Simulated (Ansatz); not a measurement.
BN:
```xyz
12
Lattice="2.5056 0.0000 0.0000 -1.2528 2.1699 0.0000 0.0000 0.0000 19.8002" Properties=species:S:1:pos:R:3 pbc="T T T"
B      0.0000     0.0000     1.6536
N      0.0000     1.4466     1.6557
B      0.0000     1.4466     4.9512
N      1.2528     0.7233     4.9534
B      1.2528     0.7233     8.2424
N      0.0000     0.0000     8.2440
B      0.0000     0.0000    11.5537
N      1.2528     0.7233    11.5558
B      1.2528     0.7233    14.8513
N      0.0000     1.4466    14.8535
B      0.0000     1.4466    18.1425
N      0.0000     0.0000    18.1441
```

Relaxed with PBE+D3(BJ). Special points in fractions of this cell's reciprocal vectors: Γ (0.000, 0.000, 0.000); M (0.500, 0.000, 0.000); K (0.333, 0.333, 0.000); A (0.000, 0.000, 0.500); L (0.500, 0.000, 0.500); H (0.333, 0.333, 0.500).

Problem. List the band energies nearest the valence-band maximum at these points for DFT-PBE+D3(BJ) in the program Ansatz with PAW potentials.

Solution. In eV from the valence-band maximum; about four levels below and three above (degenerate sets whole), none deeper than 8.9 eV; points with the same levels are listed once.

| k | below | above |
|---|---|---|
| Γ | -1.33 -1.33 -1.33 -1.33 | 5.23 6.41 6.45 |
| M | -1.12 -0.86 -0.74 -0.57 | 4.16 4.43 4.58 |
| K | -0.07 -0.07 -0.05 -0.04 | 4.58 4.59 4.59 4.59 |
| A | -1.33 -1.33 -1.33 -1.33 | 5.56 5.56 7.62 7.62 |
| L | -1.00 -1.00 -0.63 -0.63 | 4.25 4.25 4.81 4.81 |
| H | -0.07 -0.07 -0.04 -0.04 | 4.58 4.58 4.59 4.59 |

Space group P6_3mc. The start of the workflow was typed in or built on a structure type. Its sites differ from those of the usual phase in this space group: another stacking or structure type. Symmetry was held in the PBE+D3(BJ) relaxation; its stability against distortions is not shown here.

Potentials: the earlier of the program's two PAW sets.
